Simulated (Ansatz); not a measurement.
CeO$_{2}$ (fluorite)

```
CeO2
1.0
    0.00000     2.71868     2.71868
    2.71868     0.00000     2.71868
    2.71868     2.71868     0.00000
Ce O
1 2
Direct
  0.00000   0.00000   0.00000
  0.25000   0.25000   0.25000
  0.75000   0.75000   0.75000
```

Scan: atom 1 (Ce, nearest neighbour O at 2.354 Å; its periodic images, 3.8 Å or more away, move with it) is displaced along Cartesian x, direction (1.000, 0.000, 0.000) in Cartesian axes, by s. The other atoms stay.

The numbers are results of r2SCAN (plane waves to 500 eV, PAW, scalar-relativistic; Ansatz, an electronic-structure program), not measurements. k mesh 9×9×9 (Γ-centred), Fermi-Dirac smearing 0.05 eV. Energies are smeared free energies. Compression counts positive. F∥ is the force on the atom along that direction. CeO2 is run without spin polarisation. CeO2 was relaxed with its symmetry unable to fall. The filling of the f shell was not checked against other fillings, so treat energies with care. The zero of ΔE is the undisplaced structure.

```json
[
 {"s (Å)": "-0.240", "P (GPa)": "?", "ΔE (eV/cell)": "?", "F∥ (eV/Å)": "1.720"},
 {"s (Å)": "-0.192", "P (GPa)": "2.67", "ΔE (eV/cell)": "0.1284", "F∥ (eV/Å)": "1.358"},
 {"s (Å)": "-0.144", "P (GPa)": "1.51", "ΔE (eV/cell)": "?", "F∥ (eV/Å)": "1.005"},
 {"s (Å)": "-0.096", "P (GPa)": "0.67", "ΔE (eV/cell)": "0.0317", "F∥ (eV/Å)": "0.663"},
 {"s (Å)": "-0.048", "P (GPa)": "?", "ΔE (eV/cell)": "0.0079", "F∥ (eV/Å)": "0.329"},
 {"s (Å)": "0.000", "P (GPa)": "0.00", "ΔE (eV/cell)": "0.0000", "F∥ (eV/Å)": "0.000"},
 {"s (Å)": "0.048", "P (GPa)": "?", "ΔE (eV/cell)": "0.0079", "F∥ (eV/Å)": "-0.329"},
 {"s (Å)": "0.096", "P (GPa)": "0.67", "ΔE (eV/cell)": "0.0317", "F∥ (eV/Å)": "-0.663"},
 {"s (Å)": "0.144", "P (GPa)": "1.51", "ΔE (eV/cell)": "?", "F∥ (eV/Å)": "-1.005"},
 {"s (Å)": "0.192", "P (GPa)": "2.67", "ΔE (eV/cell)": "0.1284", "F∥ (eV/Å)": "-1.358"},
 {"s (Å)": "0.240", "P (GPa)": "?", "ΔE (eV/cell)": "?", "F∥ (eV/Å)": "-1.720"}
]
```

Q: Some entries are withheld; supply them.

A: 
- -0.240, P (GPa): 4.17
- -0.240, ΔE (eV/cell): 0.2022
- -0.144, ΔE (eV/cell): 0.0717
- -0.048, P (GPa): 0.17
- 0.048, P (GPa): 0.17
- 0.144, ΔE (eV/cell): 0.0717
- 0.240, P (GPa): 4.17
- 0.240, ΔE (eV/cell): 0.2022

(A displaced cell: forces are minus the slopes of the energy, force constants its curvatures, and phonons follow from these.)
